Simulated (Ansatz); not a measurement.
C:
```xyz
3
Lattice="2.5924 0.0000 0.0000 -1.2962 2.2450 0.0000 0.0000 0.0000 2.7830" Properties=species:S:1:pos:R:3 pbc="T T T"
C      1.2962     0.0000     0.0000
C     -0.6481     1.1225     1.8553
C      0.6481     1.1225     0.9277
```

Relaxed with PBEsol. Special points in fractions of this cell's reciprocal vectors: Γ (0.000, 0.000, 0.000); M (0.500, 0.000, 0.000); K (0.333, 0.333, 0.000); A (0.000, 0.000, 0.500); L (0.500, 0.000, 0.500); H (0.333, 0.333, 0.500).

Task: List the band energies nearest the valence-band maximum at these points for PBEsol in the plane-wave PAW code Ansatz.

Result: In eV from the valence-band maximum; about four levels below and three above (degenerate sets whole), none deeper than 8.9 eV; … stands for higher levels left out; points with the same levels are listed once.

| k | below | above |
|---|---|---|
| Γ | -8.13 -8.13 -6.74 -1.96 -1.96 | 6.87 6.87 9.45 |
| M | -6.30 -5.79 -5.50 -4.32 | 1.77 4.14 8.17 |
| K | -5.19 -3.52 -3.52 | 4.87 5.04 5.04 |
| A | -3.23 -3.23 -1.65 0.00 | 4.88 4.88 … |
| L | -4.60 -3.47 | 2.58 4.01 10.26 |
| H | -8.27 -8.27 | 8.80 10.53 10.53 |

Space group P6_222. The start of the workflow was typed in or built on a structure type; neither database checked (COD, Materials Project) lists it. It is not the phase usual at ambient conditions (space group No. 194, 227). The PBEsol relaxation kept the symmetry of its start; whether a distortion lowers the energy is not shown.

Potentials: the earlier of the program's two PAW sets. The files were generated under PBE; for other functionals the program regenerates the frozen cores, and for LDA and PBEsol the local potential too.
